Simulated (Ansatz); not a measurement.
# PrAl2: computed property card

PrAl2:
```
CELL_PARAMETERS angstrom
      0.00000     4.00707     4.00707
      4.00707     0.00000     4.00707
      4.00707     4.00707     0.00000
ATOMIC_POSITIONS crystal
  Pr 0.00000 0.00000 0.00000
  Pr 0.25000 0.25000 0.25000
  Al 0.62500 0.62500 0.62500
  Al 0.12500 0.62500 0.62500
  Al 0.62500 0.62500 0.12500
  Al 0.62500 0.12500 0.62500
```
The run is spin-polarised; directions of the spins, atom by atom: ↑ ↑ 0 0 0 0.

Space group Fd-3m (No. 227), cubic Laves (MgCu2 type); conventional cell a = b = c = 8.0141 Å, α = β = γ = 90.00°.

Method: r²SCAN in the plane-wave PAW code Ansatz. Structure relaxed to zero pressure with the same functional. Other levels are named where they apply.

### Cell and energy

| Item | Value |
|---|---|
| Volume per atom | 21.45 Å³ |
| Density | 5.03 g/cm³ |

### Electronic structure

| Quantity | Result |
|---|---|
| Electronic character | metallic (no gap) |
| Density of states at the Fermi level | 1.2 states/eV per atom (mean over ±0.08 eV) |

### Magnetism

| Property | Value |
|---|---|
| Magnetic order | ferromagnetic |
| Net moment | 0.85 μB per atom |

The workflow started from a Materials Project entry (that database holds measured and hypothetical structures alike); the Crystallography Open Database copy checked does not list it. Whether it is the stable phase at ambient conditions was not checked. The cell keeps a stress of up to 0.3 GPa. The r²SCAN relaxation kept the symmetry of its start; whether a distortion lowers the energy is not shown. Magnetic state: ferromagnetic, the only order run, not a proven ground state. Caveat: open 4f shells can settle in a state that is not the lowest. Other orbital occupations within this spin state were not tried. No Hubbard U is applied. Scalar-relativistic: spin–orbit coupling is off unless named, which matters more the heavier the elements.

Potentials: the later of the program's two PAW sets.
